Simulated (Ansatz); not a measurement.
ZrS₂:
```
CELL_PARAMETERS angstrom
      3.63504     0.00000     0.00000
     -1.81752     3.14804     0.00000
      0.00000     0.00000     5.71961
ATOMIC_POSITIONS crystal
  Zr 0.00000 0.00000 0.00000
  S  0.66667 0.33333 0.74470
  S  0.33333 0.66667 0.25530
```

Relaxed with PBE+D3(BJ).

Q: Give the Bader charges and basin volumes of the independent atoms, PBE+D3(BJ) (plane waves, PAW; program Ansatz).

A: 

| atom | Bader charge (e) | Bader volume (Å³) |
|---|---|---|
| Zr1 | +2.06 | 12.5 |
| S2 | -1.03 | 26.5 |

Space group P-3m1 (CdI2 type). Symmetry was held in the PBE+D3(BJ) relaxation. The run is not spin-polarised.

Potentials: the later of the program's two PAW sets.
